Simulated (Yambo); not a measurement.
Li3BrO (anti-perovskite, space group Pm-3m, No. 221), G0W0@LDA in Yambo with this input:

```
rim_cut
gw0
dyson
el_el_corr
HF_and_locXC
ppa
em1d
RandQpts= 1000000
RandGvec= 1 Ry
EXXRLvcs= 84 Ry
VXCRLvcs= 336 Ry
Chimod= "HARTREE"
% BndsRnXp
 4 | 137 |
%
NGsBlkXp= 10 Ry
% LongDrXp
 1.0 | 1.0 | 1.0 |
%
PPAPntXp= 27.2114 eV
% GbndRnge
 1 | 137 |
%
GTermKind= "BG"
DysSolver= "n"
ExtendOut
```

On a 4×4×4 mesh, with wavefunctions cut at 84 Ry, the gap (M → M) is 6.560 eV and the valence edge shifts by -1.255 eV.

What happens with this change: 8 Ry block?

The gap falls by 0.049 eV, to 6.511 eV; the shift of the valence edge becomes -1.206 eV. Neither run is shown to be the converged limit.

Spin-orbit coupling is not included.

Geometry of the Materials Project entry, not relaxed at this level; primitive cell a = b = c = 3.9486 Å, α = β = γ = 90.00°.

A shift is the quasiparticle energy of the state minus its LDA energy.
